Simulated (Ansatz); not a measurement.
Sr2ZrTiO6:
```cif
data_O6Sr2TiZr
_chemical_formula_sum 'Sr2 O6 Ti1 Zr1'
_space_group_name_H-M_alt 'P4/mmm'
_space_group_IT_number 123
_space_group_name_Hall '-P 4 2'
_cell_length_a 4.03105
_cell_length_b 4.03105
_cell_length_c 7.99493
_cell_angle_alpha 90.000
_cell_angle_beta 90.000
_cell_angle_gamma 90.000
loop_
_atom_site_label
_atom_site_type_symbol
_atom_site_symmetry_multiplicity
_atom_site_Wyckoff_symbol
_atom_site_fract_x
_atom_site_fract_y
_atom_site_fract_z
_atom_site_occupancy
Sr1 Sr 2 g 0.00000 0.00000 0.23582 1
O1 O 2 h 0.50000 0.50000 0.23828 1
Ti1 Ti 1 c 0.50000 0.50000 0.00000 1
O2 O 2 f 0.00000 0.50000 0.00000 1
Zr1 Zr 1 d 0.50000 0.50000 0.50000 1
O3 O 2 e 0.00000 0.50000 0.50000 1
```

Relaxed with PBEsol.

Task: Give the optical modes at the zone centre with their infrared activity from DFPT, DFT-PBEsol in the program Ansatz with PAW potentials.

Result: Transverse frequencies, without the LO–TO term; a row sums one degenerate level.

```
ω (cm⁻¹)  degeneracy  IR ((D/Å)²/amu)     activity  symmetry
--------  ----------  ---------------  -----------  --------
212i               2           160.17           IR        Eu
122i               1             0.00  IR-inactive       B2u
118i               1            63.20           IR       A2u
38i                2            13.59           IR        Eu
72                 2             0.00  IR-inactive        Eg
114                2             3.71           IR        Eu
150                2            18.83           IR        Eu
152                1             9.79           IR       A2u
153                1             0.00  IR-inactive       A1g
207                2             1.55           IR        Eu
248                1             2.72           IR       A2u
268                2             0.00  IR-inactive        Eg
279                1             0.00  IR-inactive       B2u
455                2             5.85           IR        Eu
494                1             0.72           IR       A2u
555                1            61.83           IR       A2u
641                2            69.96           IR        Eu
774                1             0.00  IR-inactive       A1g
```

Task: How high does the top mode go among those that the LO–TO term moves?

Result: 787 cm⁻¹ for q along x, 787 cm⁻¹ for q along y, 785 cm⁻¹ for q along z.

The start of the workflow was typed in or built on a structure type; neither database checked (COD, Materials Project) lists it. Its standing as an ambient phase is unchecked. The PBEsol relaxation kept the symmetry of its start. At this level the phase is dynamically unstable (imaginary phonons). The workflow began spin-polarised and lost its moments.

Potentials: the earlier of the program's two PAW sets. The files were generated under PBE; for other functionals the program regenerates the frozen cores, and for LDA and PBEsol the local potential too.
